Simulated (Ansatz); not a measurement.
The numbers come from plane-wave PAW DFT (Ansatz): r2SCAN, no spin polarisation, 500 eV, 9×9×5 Γ-centred k points, fermi-dirac occupations (width 0.1 eV). Nothing was relaxed.

Computed maps in the lattice plane spanned by a (left to right, 3.57 Å, 11 points from zero) and b (bottom to top, 3.57 Å, 11 points from zero), 90° apart, at height 0.000 along c. The fields are smooth PAW ones with compensation charges, not the true ones near nuclei.

Valence density. Digits on a logarithmic scale: 0 up to 0.03 e/Å³, each further digit a factor of 1.6, 9 from 1.3 e/Å³ up:
```
99854444589
98644554468
65456776545
44468998644
44579999754
44579999754
44468998644
65456776545
98644554468
99854444589
99964444699
```

ELF. Ten even steps from '0' (0.08) to '9' (0.82):
```
89930000399
99500110059
53005885003
00059999500
00189669810
00189669810
00059999500
53005885003
99500110059
89930000399
28950000598
```

**Question.** The cell is FeBrO. Which atoms lie within 0.2 Å of this plane, and where (fractions of a and b)?

**Answer.** O at (0.00, 0.00), O at (0.50, 0.50). The whole cell:
```
Fe Br O
1.0
     3.57101    0.00000    0.00000
     0.00000    3.57101    0.00000
     0.00000    0.00000    6.85504
Fe Br O
2 2 2
Direct
  0.00000 0.50000 0.17890
  0.50000 0.00000 0.82110
  0.00000 0.50000 0.61830
  0.50000 0.00000 0.38170
  0.00000 0.00000 0.00000
  0.50000 0.50000 0.00000
```

Origin: a known structure type with other elements, at an estimated volume, so it need not be a known compound. Caveats: no spin polarisation, so a magnetic state may lie lower; atoms or cell far from equilibrium.
